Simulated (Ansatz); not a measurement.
GaCuSe2 (chalcopyrite)

Space group I-42d (No. 122); a = b = 5.6083 Å, c = 11.0975 Å, α = β = γ = 90.00°

| atom | site | symmetry | x | y | z |
|---|---|---|---|---|---|
| Cu | 4a | -4.. | 0.0000 | 0.0000 | 0.0000 |
| Ga | 4b | -4.. | 0.0000 | 0.0000 | 0.5000 |
| Se | 8d | .2. | 0.2500 | 0.2537 | 0.3750 |
(The calculation used a cell of 8 atoms; values per cell refer to that cell.)

This relaxed cell (volume V₀) is scaled evenly in all directions, its shape held. The atoms relax within the cell's symmetry.

Computed with r2SCAN (plane waves to 500 eV, PAW, scalar-relativistic; Ansatz, a first-principles code). k mesh 8×8×8 (Γ-centred), Fermi-Dirac smearing 0.05 eV. Energies are smeared free energies. With the shape held, the modulus is that of even scaling; a crystal free to change shape is softer. GaCuSe2 is run without spin polarisation. GaCuSe2 was relaxed with its symmetry unable to fall. ΔE is measured from the relaxed starting cell.

| V (Å³/atom) | ΔE (meV/atom) |
|---|---|
| 18.325 | 169.8 |
| 19.023 | 101.2 |
| 19.721 | 53.1 |
| 20.419 | 22.1 |
| 21.117 | 5.2 |
| 21.815 | 0.0 |
| 22.514 | 4.6 |
| 23.212 | 17.2 |
| 23.910 | 36.6 |
| 24.608 | 61.5 |
| 25.306 | 91.0 |

Problem. What is the fitted pressure derivative B₀′?

Solution. 4.8.

Problem. What bulk modulus at fixed cell shape B₀ follows from a third-order Birch-Murnaghan fit?

Solution. 69.5 GPa. Check by three points about V = 21.815 Å³/atom, step 0.698: d²E/dV² ≈ (5.2 − 2·0.0 + 4.6) meV / 0.698² = 0.0201 eV/Å⁶, and V·d²E/dV² × 160.2 = 70.3 GPa.

(A scan under strain: stresses follow from slopes of the energy per volume, elastic moduli from its curvatures.)
